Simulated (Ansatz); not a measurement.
LuN:
```
LuN
1.0
    0.00000     2.35095     2.35095
    2.35095     0.00000     2.35095
    2.35095     2.35095     0.00000
Lu N
1 1
Cartesian
  0.00000   0.00000   0.00000
  2.35095   2.35095   2.35095
```

Relaxed with PBEsol.

Map the electron localisation function on the plane through (0.000, 0.000, 0.000) spanned by u = [1, 0, 0] and v = [0, 1, -1] in lattice vectors, from plane-wave PAW PBEsol (Ansatz code).

x is the fraction of u, y of v (the angle between them is 90°; rows are the nearest grid lines); atoms in the plane: Lu at (0.00, 0.00), N at (0.50, 0.50).
```
y \ x   0.000  0.118  0.176  0.294  0.353  0.471  0.529  0.647  0.706  0.824  0.882   1.00
------  -----  -----  -----  -----  -----  -----  -----  -----  -----  -----  -----  -----
1.00    0.782  0.867  0.848  0.312  0.091  0.100  0.100  0.091  0.312  0.848  0.867  0.782
0.941   0.821  0.872  0.836  0.272  0.089  0.137  0.137  0.089  0.272  0.836  0.872  0.821
0.824   0.848  0.776  0.590  0.130  0.193  0.575  0.575  0.193  0.130  0.590  0.776  0.848
0.765   0.684  0.505  0.279  0.198  0.456  0.761  0.761  0.456  0.198  0.279  0.505  0.684
0.706   0.312  0.181  0.130  0.468  0.726  0.822  0.822  0.726  0.468  0.130  0.181  0.312
0.588   0.070  0.176  0.416  0.808  0.798  0.439  0.439  0.798  0.808  0.416  0.176  0.070
0.529   0.100  0.303  0.574  0.822  0.756  0.091  0.091  0.756  0.822  0.574  0.303  0.100
0.471   0.100  0.303  0.574  0.822  0.756  0.091  0.091  0.756  0.822  0.574  0.303  0.100
0.412   0.070  0.176  0.416  0.808  0.798  0.439  0.439  0.798  0.808  0.416  0.176  0.070
0.294   0.312  0.181  0.130  0.468  0.726  0.822  0.822  0.726  0.468  0.130  0.181  0.312
0.235   0.684  0.505  0.279  0.198  0.456  0.761  0.761  0.456  0.198  0.279  0.505  0.684
0.176   0.848  0.776  0.590  0.130  0.193  0.575  0.575  0.193  0.130  0.590  0.776  0.848
0.0588  0.821  0.872  0.836  0.272  0.089  0.137  0.137  0.089  0.272  0.836  0.872  0.821
0.000   0.782  0.867  0.848  0.312  0.091  0.100  0.100  0.091  0.312  0.848  0.867  0.782
```

The density is the valence pseudo-density with augmentation charge, so density and ELF within about 1 Å of a nucleus are not all-electron values.

Space group Fm-3m (rock salt). The workflow started from an entry of the Crystallography Open Database (COD). Whether it is the stable phase at ambient conditions was not checked. The cell was relaxed with PBEsol under the symmetry of its start; whether a distortion lowers the energy is not shown. Scalar-relativistic: spin–orbit coupling is off unless named, which matters more the heavier the elements.

Potentials: the later of the program's two PAW sets.
